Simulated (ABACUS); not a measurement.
## Checks by hand on CdTe (F-43m, 2 atoms in the cell; from Materials Project mp-406)

```yaml
crystal:
  lattice:
    - [0.00000, 3.28212, 3.28212]
    - [3.28212, 0.00000, 3.28212]
    - [3.28212, 3.28212, 0.00000]
  atoms:
    - { symbol: Cd, position: [0.00000, 0.00000, 0.00000] }
    - { symbol: Te, position: [0.25000, 0.25000, 0.25000] }
```

Level of theory: LDA (PW92), PseudoDojo 0.4 standard norm-conserving LDA (tails mended) pseudopotentials (plane waves; ABACUS).

Main settings: KPT = Gamma 8 8 8 0 0 0; basis_type = pw; dft_functional = PWLDA; ecutwfc = 102 Ry; smearing_method = gaussian; smearing_sigma = 0.000734986 Ry; potentials = PseudoDojo 0.4 standard norm-conserving LDA (tails mended); symmetry = 1.

Spin-orbit coupling is left out, which matters for bands and gaps with elements this heavy. The structure comes from a collection of computed structures, made at another level of theory; the collection holds predicted forms beside known ones.

The cell holds 477.2 bohr³ and the plane-wave cutoff is 102.0 Ry.

Question: How many plane waves does a k-point need, and how does the count grow with the cutoff?

Answer: In Rydberg units |k + G|² ≤ E, a sphere of radius √102.0 = 10.100 bohr⁻¹. Each G takes (2π)³/V of reciprocal space, so N = V E^(3/2)/(6π²) = 477.2 × 1030.1/59.218 = 8301. The program's largest count at a k-point is 8372; single k-points scatter about the estimate. The count grows as E^(3/2): 20 % more cutoff means 31 % more plane waves.

The cell was also run at V = 70.004 Å³ (F = -7615.70386 eV, P = -2.50 GPa) and V = 71.419 Å³ (F = -7615.67925 eV, P = -3.14 GPa), scaled uniformly; the base has V = 70.712 Å³, P = -2.83 GPa and F₀ = -7615.69226 eV.

Question: Check the pressure against the energies, and estimate the bulk modulus.

Answer: P = −dF/dV ≈ −(0.02461 eV)/(1.415 Å³) = -0.01739 eV/Å³; times 160.218 GPa per eV/Å³ this is -2.79 GPa, against -2.83 GPa from the stress tensor. B = −V dP/dV ≈ −70.712 × (-0.64 GPa)/(1.415 Å³) = 32 GPa at this volume. The curvature of the energies, B = V (F₊ + F₋ − 2F₀)/(ΔV/2)², gives 32 GPa. Shape and fractional positions were held, which usually makes B too large where they are free.

“Tails mended”: in these copies of the files the far tail of each local potential was reset to the Coulomb form.
